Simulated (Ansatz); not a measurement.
Re$_{2}$C:
```xyz
6
Lattice="2.8207 0.0000 0.0000 -1.4104 2.4428 0.0000 0.0000 0.0000 9.7783" Properties=species:S:1:pos:R:3 pbc="T T T"
Re     0.0000     1.6285     5.9493
Re     1.4104     0.8143     3.8290
Re     1.4104     0.8143     1.0602
Re     0.0000     1.6285     8.7181
C      0.0000     1.6285     2.4446
C      1.4104     0.8143     7.3337
```

Relaxed with LDA. Special points in fractions of this cell's reciprocal vectors: Γ (0.000, 0.000, 0.000); M (0.500, 0.000, 0.000); K (0.333, 0.333, 0.000); A (0.000, 0.000, 0.500); L (0.500, 0.000, 0.500); H (0.333, 0.333, 0.500).

List the band energies nearest the Fermi level at these points for LDA (plane waves, PAW; program Ansatz).

In eV from the Fermi level; about four levels below and three above (degenerate sets whole), none deeper than 8.9 eV; points with the same levels are listed once.

```json
[
 {"k": "Γ", "below": "-2.01 -2.01 -1.92 -1.92 -1.83", "above": "0.32 0.41 0.41"},
 {"k": "M", "below": "-1.53 -1.43 -0.93 -0.10", "above": "1.94 2.15 2.93"},
 {"k": "K", "below": "-2.82 -2.82 -2.05 -1.29 -0.89", "above": "1.30 1.75 1.75"},
 {"k": "A", "below": "-1.11 -1.11 -1.11 -1.11", "above": "0.96 0.96 2.00 2.00 2.00 2.00"},
 {"k": "L", "below": "-0.63 -0.63 -0.12 -0.12", "above": "2.78 2.78 3.34 3.34"},
 {"k": "H", "below": "-1.62 -1.62 -0.36 -0.36", "above": "1.81 1.81 2.74 2.74"}
]
```

Space group P6_3/mmc. The first step of the workflow began from a Materials Project structure, measured or hypothetical; the Crystallography Open Database copy checked does not list it. Whether it is the stable phase at ambient conditions was not checked. Symmetry was held in the LDA relaxation; its stability against distortions is not shown here. The run is not spin-polarised. Scalar-relativistic: spin–orbit coupling is off unless named, which matters more the heavier the elements.

Potentials: the later of the program's two PAW sets.
